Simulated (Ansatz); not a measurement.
Zr$_{2}$B:
```cif
data_B3Zr6
_chemical_formula_sum 'Zr6 B3'
_space_group_name_H-M_alt 'R-3m :H'
_space_group_IT_number 166
_space_group_name_Hall '-R 3 2"'
_cell_length_a 3.45997
_cell_length_b 3.45997
_cell_length_c 16.34644
_cell_angle_alpha 90.000
_cell_angle_beta 90.000
_cell_angle_gamma 120.000
loop_
_atom_site_label
_atom_site_type_symbol
_atom_site_symmetry_multiplicity
_atom_site_Wyckoff_symbol
_atom_site_fract_x
_atom_site_fract_y
_atom_site_fract_z
_atom_site_occupancy
Zr1 Zr 6 c 0.00000 0.00000 0.25325 1
B1 B 3 a 0.00000 0.00000 0.00000 1
```
(The calculation used a cell of 3 atoms; values per cell refer to that cell.)

Relaxed with the program Ansatz at the r²SCAN level (PAW). Indices refer to the conventional cell of R-3m, a = b = 3.460 Å, c = 16.346 Å, α = β = 90.00°, γ = 120.00°.

**Question.** Simulate the powder diffraction pattern (Fe Kα, λ = 1.93735 Å; lines above 1 %) up to 2θ = 90°.

**Answer.** Simulated powder pattern, Fe Kα, λ = 1.93735 Å (kinematic, ideal powder, no thermal factors, no anomalous dispersion; the 30 strongest lines at most, above 1 %, up to 2θ = 90°):

| 2θ (°) | d (Å) | I/Imax (%) | hkl |
|---|---|---|---|
| 20.48 | 5.449 | 2.8 | (0003) |
| 40.28 | 2.813 | 100 | (0 1 -1 2) |
| 41.65 | 2.724 | 30 | (0006) |
| 47.26 | 2.416 | 76 | (1 0 -1 4) |
| 68.10 | 1.730 | 26 | (1 1 -2 0) |
| 70.03 | 1.688 | 24 | (0 1 -1 8) |
| 82.19 | 1.474 | 14 | (2 0 -2 2) |
| 83.10 | 1.460 | 27 | (1 1 -2 6) |
| 84.91 | 1.435 | 13 | (1 0 -1 10) |
| 87.04 | 1.407 | 14 | (0 2 -2 4) |

The start of the workflow was typed in or built on a structure type; neither database checked (COD, Materials Project) lists it. Its standing as an ambient phase is unchecked. The r²SCAN relaxation kept the symmetry of its start; its stability against distortions is not shown here. No spin polarisation was allowed. The volume moved by -17 % from the start of the relaxation.

Potentials: the earlier of the program's two PAW sets. The files were generated under PBE; for other functionals the program regenerates the frozen cores, and for LDA and PBEsol the local potential too.
